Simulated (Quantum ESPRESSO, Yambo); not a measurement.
**Quasiparticle gap of BN bilayer**

```xyz
4
Lattice="2.5067 0.0000 0.0000 -1.2534 2.1709 0.0000 0.0000 0.0000 16.9000" Properties=species:S:1:pos:R:3 pbc="T T T"
B      1.2534     0.7236    -1.6788
B      0.0000     1.4473     1.6788
N      0.0000     1.4473    -1.6804
N      1.2534     0.7236     1.6804
```

Two neighbouring layers were cut from Materials Project entry mp-984 and relaxed with PBE+D3(BJ) in a cell 16.9 Å high, with the Coulomb interaction truncated along z.

Starting point: PBE (Quantum ESPRESSO, PseudoDojo norm-conserving, 84 Ry, scalar-relativistic). G0W0 in Yambo: 12×12×1 Γ-centred k mesh, 60 bands and a 6 Ry block in the screening, 60 bands in G with the Bruneval-Gonze terminator, plasmon pole fitted at 27.2 eV, slab-truncated Coulomb interaction, stochastic integration of W near q = 0.

```yaml
PBE gap along the band path: 4.52 eV
PBE gap between the mesh's edge points (K → M): 4.54 eV
G0W0 gap between the same points: 6.61 eV
PBE smallest direct gap on the mesh (at K): 4.75 eV
G0W0 direct gap at that point: 6.95 eV
smallest G0W0 gap among all computed states (the edges move to other k points): 6.46 eV
```

```json
[
 {"k point": "Γ", "band": "VB", "E PBE (eV)": "-1.32", "E QP (eV)": "-2.25", "shift (eV)": "-0.93", "Z": "0.81"},
 {"k point": "Γ", "band": "CB", "E PBE (eV)": "5.04", "E QP (eV)": "5.66", "shift (eV)": "0.62", "Z": "0.89"},
 {"k point": "M", "band": "VB", "E PBE (eV)": "-0.65", "E QP (eV)": "-1.58", "shift (eV)": "-0.93", "Z": "0.81"},
 {"k point": "M", "band": "CB", "E PBE (eV)": "4.54", "E QP (eV)": "5.81", "shift (eV)": "1.27", "Z": "0.84"},
 {"k point": "K", "band": "VB", "E PBE (eV)": "0.00", "E QP (eV)": "-0.80", "shift (eV)": "-0.80", "Z": "0.81"},
 {"k point": "K", "band": "CB", "E PBE (eV)": "4.75", "E QP (eV)": "6.14", "shift (eV)": "1.40", "Z": "0.83"}
]
```

Energies count from the PBE valence-band maximum.

Convergence of the G0W0 settings was not tested.
